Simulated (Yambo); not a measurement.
NaCl: lowest vertical excitons

```
NaCl
1.0
    0.00000     2.80178     2.80178
    2.80178     0.00000     2.80178
    2.80178     2.80178     0.00000
Na Cl
1 1
Direct
  0.00000   0.00000   0.00000
  0.50000   0.50000   0.50000
```

Cell and atoms were relaxed with PBEsol from Materials Project entry mp-22862, within its symmetry.

BSE in Yambo on PBEsol (pw.x of Quantum ESPRESSO, ONCV potentials, without SOC) bands: 10×10×10 mesh, 3 valence and 4 conduction bands, static screening with 22 bands and a 4 Ry block, scissor 3.10 eV, Tamm-Dancoff; field along x.

```
state  energy (eV)  states within 2 meV  relative strength   class    main transitions
-----  -----------  -------------------  -----------------  ------  ------------------
1             7.27                    3               1.00  strong  several band pairs
2             7.78                    3               0.16  strong  several band pairs
3             7.96                    3             < 0.01    dark  several band pairs
4             7.99                    2             < 0.01    dark  several band pairs
5             8.04                    3             < 0.01    dark  several band pairs
6             8.09                    5             < 0.01    dark  several band pairs
7             8.17                    3               0.11  strong  several band pairs
```

These are vertical excitations (zero momentum). The direct quasiparticle gap on this mesh is 8.11 eV; counted from there, state 1 is bound by 0.84 eV. Convergence with the mesh was not shown.

States at or above the direct gap are the continuum as this mesh samples it, not bound excitons.

Spin singlets only. Strengths are relative to the strongest of the lowest states of this run; strong means a line over 3 % of the spectrum's maximum, dark under 0.03 %. Absolute energies carry the error of the G0W0 scissor, whose convergence isn't established.
